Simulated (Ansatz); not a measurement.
TiI3:
Space group Pmmn, origin choice 1 (No. 59); a = 6.447 Å, b = 12.519 Å, c = 7.250 Å, α = 90.00°, β = 90.00°, γ = 90.00°

| atom | site | symmetry | x | y | z |
|---|---|---|---|---|---|
| Ti | 4f | .m. | 0.2205 | 0.0000 | 0.2456 |
| I | 4e | m.. | 0.0000 | 0.1612 | 0.4067 |
| I | 4e | m.. | 0.5000 | 0.1533 | 0.0934 |
| I | 2a | mm2 | 0.0000 | 0.0000 | 0.9244 |
| I | 2b | mm2 | 0.0000 | 0.5000 | 0.4481 |

Relaxed with r²SCAN+D4.

Question: Tabulate the valence density and the electron localisation function along the shortest Ti–I contact (2.73 Å), plane-wave PAW r²SCAN+D4 (Ansatz code).

Answer: 

```csv
distance from Ti (Å),density (e/Å³),ELF
0.27,9.01,0.23
0.41,7.07,0.53
0.55,4.50,0.65
0.68,2.27,0.59
0.82,0.96,0.36
0.95,0.47,0.17
1.09,0.34,0.16
1.23,0.34,0.35
1.36,0.39,0.61
1.50,0.49,0.71
1.64,0.64,0.68
1.77,0.84,0.62
1.91,1.11,0.57
2.05,2.19,0.48
2.18,5.45,0.34
2.32,10.40,0.20
2.46,15.08,0.15
```

The density is the valence pseudo-density with augmentation charge, so density and ELF within about 1 Å of a nucleus are not all-electron values.

The first step of the workflow began from a Materials Project structure, measured or hypothetical; the Crystallography Open Database files this formula in space group No. 59, but the cells were not matched. Whether it is the stable phase at ambient conditions was not checked. Symmetry was held in the r²SCAN+D4 relaxation; its stability against distortions is not shown here. The run is not spin-polarised. Scalar-relativistic: spin–orbit coupling is off unless named, which matters more the heavier the elements.

Potentials: the later of the program's two PAW sets.
